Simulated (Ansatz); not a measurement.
# ZrOs (Pm-3m), clamped-ion strain scan

The calculation used DFT r2SCAN, scalar-relativistic, plane waves, PAW (Ansatz 0.2.0). The runs took a 500 eV cutoff, a Γ-centred 14×14×14 mesh and Gaussian smearing (0.15 eV). Spin–orbit coupling is left out, which can shift energies with elements as heavy as these. No spin polarisation. Energies are free energies at this smearing, counted from the undisturbed cell; pressure is positive in compression.

The starting cell (as given, not relaxed at this level; it stands at 2.0 GPa, and it needn't be the usual structure):

```
Zr Os
1.0
     3.26300    0.00000    0.00000
     0.00000    3.26300    0.00000
     0.00000    0.00000    3.26300
Zr Os
1 1
Direct
  0.50000 0.50000 0.50000
  0.00000 0.00000 0.00000
```

The cell is strained by ε times the Voigt pattern (0, 0, 0, 0, 1, 0) (xx, yy, zz, yz, xz, xy; engineering shear) with fractional coordinates fixed. The cell is metallic on the mesh throughout.

```tsv
ε	ΔE (meV/atom)	stress summed along the pattern (GPa, tension positive)	pressure (GPa)
-0.0400	8.8	-4.01	2.3
-0.0200	2.2	-2.01	2.1
0.0000	0.0	0.00	2.0
0.0050	?	?	2.0
0.0100	0.5	1.00	2.0
0.0150	1.2	1.50	2.1
0.0250	3.4	2.51	2.1
0.0300	?	3.01	?
0.0350	6.7	3.51	2.2
```

By symmetry 0.0400 repeats -0.0400, -0.0300 repeats 0.0300, 0.0200 repeats -0.0200, -0.0100 repeats 0.0100 in energy, with the opposite slope along the path.

(1) Give the withheld values.

## Answers

(1) ΔE (meV/atom) at ε = 0.0050: 0.1; stress summed along the pattern (GPa, tension positive) at ε = 0.0050: 0.50; ΔE (meV/atom) at ε = 0.0300: 4.9; pressure (GPa) at ε = 0.0300: 2.2.